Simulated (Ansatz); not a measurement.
SiGe:
Space group Pmma (No. 51); a = 3.925 Å, b = 3.922 Å, c = 11.082 Å, α = β = γ = 90.00°

```csv
atom,site,symmetry,x,y,z
Si,2e,mm2,0.2500,0.0000,0.3197
Si,2f,mm2,0.2500,0.5000,0.4397
Ge,2e,mm2,0.7500,0.0000,0.1951
Ge,2f,mm2,0.7500,0.5000,0.0648
```

Relaxed with PBEsol.

Decompose the optical modes at the zone centre into irreducible representations, and say which are infrared and Raman allowed.

Point group mmm: Γ_opt = 4Ag + 3B1u + 4B2g + 3B2u + 4B3g + 3B3u. Infrared: B1u, B2u, B3u. Raman: Ag, B2g, B3g.

Assign frequencies (DFPT, PBEsol (plane waves, PAW; program Ansatz); without the LO–TO term).

B3g 69, B3u 74, B2g 86, B2u 95, B3u 118, B3g 124, Ag 161, B1u 182, B1u 269, B2u 273, B2g 282, B3g 285, Ag 288, Ag 349, B3u 379, B2g 385, B1u 432, B2u 451, B2g 466, Ag 477, B3g 480 cm⁻¹.

Subscripts of B labels follow the axes of the standard setting.

The start of the workflow was typed in or built on a structure type; neither database checked (COD, Materials Project) lists it. Its standing as an ambient phase is unchecked. The PBEsol relaxation kept the symmetry of its start; of distortions, only those at the zone centre were tested.

Potentials: the later of the program's two PAW sets.
